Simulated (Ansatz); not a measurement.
Ga (bcc type), DFT, LDA, all-electron PAW with datasets made for the crystal, scalar-relativistic (Ansatz 0.2.0), on 1 thread of Arm Neoverse V1 (shared host).

Command: `ansatz run input.yaml --threads 1 --pin off --max-ram 2048MiB --backend cpu --events-out ev --progress --plain --runs-dir out`

```yaml
crystal:
  lattice:
    - [-1.3765671674, 1.3765671674, 1.3765671674]
    - [1.3765671674, -1.3765671674, 1.3765671674]
    - [1.3765671674, 1.3765671674, -1.3765671674]
  atoms:
    - { symbol: Ga, position: [0.0, 0.0, 0.0] }
kpoints:
  mp_grid: { grid: [16, 16, 16] }
scf:
  occupations: { method: fermi_dirac, width: 0.05 }
hamiltonian:
  xc: lda
  pseudopotentials: { kind: all_electron, datasets: crystal }
output:
  forces: true
  stress: true
  eigenvalues: true
```

Question: How large is the problem that the program sets up?

Answer: 145 irreducible k-points, 177 plane waves at Γ, 11 bands.

Question: About how long does it take?

Answer: 11 s of wall time for 7 SCF iterations. Times on shared machines scatter by tens of per cent.
